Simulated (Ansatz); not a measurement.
The relaxed structure here is a generated cell of Ni: the first start was made by placing the elements on the sites of a structure type, and the end was not matched to a known phase here, so it may be hypothetical. Known forms of Ni include space group No. 225.

One starting cell of Ni (a generated trial cell of Ni in the beta-Sn structure type) was relaxed twice with Ansatz (plane waves, PAW, scalar-relativistic): with r2SCAN at 500 eV and with PBE at 420 eV. The r2SCAN result:

Space group I4₁/amd, origin choice 1 (No. 141); a = b = 4.3979 Å, c = 2.3927 Å, α = β = γ = 90.00°

```
atom  site  symmetry       x       y       z
----  ----  --------  ------  ------  ------
Ni      4a      -4m2  0.0000  0.0000  0.0000
```
(The calculation used a cell of 2 atoms; values per cell refer to that cell.)

| quantity | r2SCAN | PBE |
|---|---|---|
| space group | I4₁/amd | I4₁/amd |
| volume (Å³/atom) | 11.57 | ? |
| a (Å) | 4.398 | ? |
| c (Å) | 2.393 | ? |
| gap (eV, no spin-orbit coupling) | 0.00 | ? |
| spin order | ferromagnetic | ? |
| net moment (μB/atom) | 0.74 | ? |

Question: Fill in the PBE column.

Answer: 
- volume (Å³/atom), PBE: 12.01
- a (Å), PBE: 4.455
- c (Å), PBE: 2.422
- gap (eV, no spin-orbit coupling), PBE: 0.00
- spin order, PBE: ferromagnetic
- net moment (μB/atom), PBE: 0.67

Both levels end in the same structure; PBE's volume is 3.8 % larger. Neither column is exact.

Spin states reached: ferromagnetic; spin orders were not searched systematically. r2SCAN tends to overstate moments in metals.

The run could not lose the symmetry of its start: the end is stationary, and may be a saddle point rather than a minimum.

All atoms sit on sites fixed by symmetry, so only the cell could relax.

Ansatz is a program for electronic structure.
